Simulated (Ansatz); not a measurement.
Method: DFT PBE, scalar-relativistic, plane waves, PAW (Ansatz). Settings: cutoff 420 eV, Γ-centred meshes spaced at most about 0.3 Å⁻¹, and about 0.25 Å⁻¹ or finer for metals (2π included), Gaussian smearing. No spin polarisation in the final relaxations.

These are static total energies at zero pressure. All come from trial cells, and lower structures may exist.

Task: Order these relaxed structures of MgTe₄ by energy, lowest first, with the energy over the lowest of them.
A.

```cif
data_structure
_symmetry_space_group_name_H-M 'Pm-3m'
_symmetry_Int_Tables_number 221
_cell_length_a 5.7615
_cell_length_b 5.7615
_cell_length_c 5.7615
_cell_angle_alpha 90.000
_cell_angle_beta 90.000
_cell_angle_gamma 90.000
_cell_volume 191.25
loop_
_atom_site_label
_atom_site_type_symbol
_atom_site_symmetry_multiplicity
_atom_site_Wyckoff_symbol
_atom_site_fract_x
_atom_site_fract_y
_atom_site_fract_z
_atom_site_occupancy
Mg1 Mg 1 a 0.00000 0.00000 0.00000 1
Te1 Te 1 b 0.50000 0.50000 0.50000 1
Te2 Te 3 c 0.00000 0.50000 0.50000 1
```

B.

```cif
data_structure
_symmetry_space_group_name_H-M 'R-3m:H'
_symmetry_Int_Tables_number 166
_cell_length_a 6.6154
_cell_length_b 6.6154
_cell_length_c 13.2869
_cell_angle_alpha 90.000
_cell_angle_beta 90.000
_cell_angle_gamma 120.000
_cell_volume 503.58
loop_
_atom_site_label
_atom_site_type_symbol
_atom_site_symmetry_multiplicity
_atom_site_Wyckoff_symbol
_atom_site_fract_x
_atom_site_fract_y
_atom_site_fract_z
_atom_site_occupancy
Mg1 Mg 3 b 0.33333 0.66667 0.16667 1
Te1 Te 9 e 0.16667 0.33333 0.33333 1
Te2 Te 3 a 0.00000 0.00000 0.00000 1
```

C.

```cif
data_structure
_symmetry_space_group_name_H-M 'P-43m'
_symmetry_Int_Tables_number 215
_cell_length_a 5.4632
_cell_length_b 5.4632
_cell_length_c 5.4632
_cell_angle_alpha 90.000
_cell_angle_beta 90.000
_cell_angle_gamma 90.000
_cell_volume 163.06
loop_
_atom_site_label
_atom_site_type_symbol
_atom_site_symmetry_multiplicity
_atom_site_Wyckoff_symbol
_atom_site_fract_x
_atom_site_fract_y
_atom_site_fract_z
_atom_site_occupancy
Mg1 Mg 1 a 0.00000 0.00000 0.00000 1
Te1 Te 4 e 0.29374 0.70626 0.70626 1
```

D.

```cif
data_structure
_symmetry_space_group_name_H-M 'I4/m'
_symmetry_Int_Tables_number 87
_cell_length_a 8.6543
_cell_length_b 8.6543
_cell_length_c 5.0158
_cell_angle_alpha 90.000
_cell_angle_beta 90.000
_cell_angle_gamma 90.000
_cell_volume 375.66
loop_
_atom_site_label
_atom_site_type_symbol
_atom_site_symmetry_multiplicity
_atom_site_Wyckoff_symbol
_atom_site_fract_x
_atom_site_fract_y
_atom_site_fract_z
_atom_site_occupancy
Mg1 Mg 2 a 0.00000 0.00000 0.00000 1
Te1 Te 8 h 0.17521 0.71161 0.00000 1
```

Result: D (0 meV/atom), B (84 meV/atom), C (379 meV/atom), A (506 meV/atom). Forms: D I4/m; B R-3m; C P-43m; A Pm-3m. Counting Te atoms around Mg (those within 1.25 times the shortest such distance or 1.15 times the sum of covalent radii, 1.27 where that leaves under three; a plus sign parts nearer from farther groups; the shortest distance is added where it exceeds 1.18 times the sum of covalent radii): D has Mg 4; B has Mg 6; C has Mg 4; A has Mg 12+8 from 4.1 Å. D holds Te–Te chains (shortest 2.90 Å); A holds Te–Te bonds in all directions (shortest 2.88 Å) (bonds between like non-metal atoms; other contacts aren't counted).

These runs have no spin–orbit coupling, which can matter for Te. Cells relaxed within their symmetry can be saddle points. Some candidate types were left out of the draw beforehand, so a known form may be missing.
